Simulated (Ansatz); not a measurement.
Computed with DFT PBE, scalar-relativistic, plane waves, PAW (Ansatz 0.2.0). All cells share a 420 eV cutoff and Γ-centred k meshes spaced at most about 0.3 Å⁻¹ (about 0.25 or finer for metals, 2π included). No spin polarisation in the final relaxations.

All energies are static (0 K, no zero-point motion).

Compare these two cells of Ta2TiSi3, each relaxed at this level.

A. Space group P-4m2 (No. 115), tetragonal, a = 3.512 Å, c = 7.405 Å. Ti is surrounded by 8 Si at 2.48–2.62 Å and 4 Ta at 3.30 Å; Ta is surrounded by 5 Si at 2.63–2.67 Å, 4 Ta at 3.08 Å, 2 Si at 3.30 Å and 2 Ti at 3.30 Å; Si on a site of symmetry 2mm is surrounded by 2 Si at 2.62 Å, 2 Ti at 2.62 Å and 5 Ta at 2.63–2.67 Å; around Si on a site of symmetry -4m2 lie 4 Ti at 2.48 Å and 4 Si at 2.62 Å.

B. Space group P6/mmm (No. 191), hexagonal, a = 5.173 Å, c = 4.305 Å. Around Ti lie 6 Ta at 2.99 Å and 12 Si at 3.36 Å; around Ta lie 6 Si at 2.62 Å, 3 Ti at 2.99 Å and 3 Ta at 2.99 Å; Si is surrounded by 4 Si at 2.59 Å, 4 Ta at 2.62 Å and 4 Ti at 3.36 Å.

Problem. Which would you expect to be lower, and how large is the difference?

Solution. A is lower, by 0.38 eV/atom. A has space group P-4m2 (No. 115), 15.2 Å³/atom and no gap on its mesh; B has space group P6/mmm (No. 191), 16.6 Å³/atom and no gap. Counting Si atoms around Ta and Ti (those within 1.25 times the shortest such distance or 1.15 times the sum of covalent radii, 1.27 where that leaves under three; the shortest distance is added where it exceeds 1.18 times the sum of covalent radii), A has Ta 5, Ti 8 and B has Ta 6, Ti 12 from 3.4 Å. The denser one is the lower, and pressure would at first widen the difference. Both come from invented guesses.

These runs have no spin–orbit coupling, which can matter for Ta. Cells relaxed within their symmetry can be saddle points.
